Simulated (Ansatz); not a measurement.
ZnCdSe₂:
```cif
data_CdSe2Zn
_chemical_formula_sum 'Zn1 Cd1 Se2'
_space_group_name_H-M_alt 'P-4m2'
_space_group_IT_number 115
_space_group_name_Hall 'P -4 -2'
_cell_length_a 4.12113
_cell_length_b 4.12113
_cell_length_c 5.91038
_cell_angle_alpha 90.000
_cell_angle_beta 90.000
_cell_angle_gamma 90.000
loop_
_atom_site_label
_atom_site_type_symbol
_atom_site_symmetry_multiplicity
_atom_site_Wyckoff_symbol
_atom_site_fract_x
_atom_site_fract_y
_atom_site_fract_z
_atom_site_occupancy
Zn1 Zn 1 c 0.50000 0.50000 0.50000 1
Cd1 Cd 1 a 0.00000 0.00000 0.00000 1
Se1 Se 2 g 0.50000 0.00000 0.27327 1
```

Relaxed with PBEsol. 

Q: HSE06 on this cell (Ansatz, an electronic-structure program, PAW) gives a gap of 1.87 eV. What does PBEsol give?

A: 0.73 eV.

Cost on shared cores: the PBEsol run (SCF on a 7×7×5 mesh, then bands and DOS) about 90 core-seconds (a rough figure), the HSE06 run (SCF on 5×5×4, then a few points) roughly 6 core-minutes; the tasks are unlike.

The workflow started from a Materials Project entry (that database holds measured and hypothetical structures alike); the Crystallography Open Database copy checked does not list it. Its standing as an ambient phase is unchecked. Symmetry was held in the PBEsol relaxation; of distortions, only those at the zone centre were tested. Spin–orbit coupling is left out wherever it is not named.

Potentials: the later of the program's two PAW sets.

Ansatz is a plane-wave DFT program.
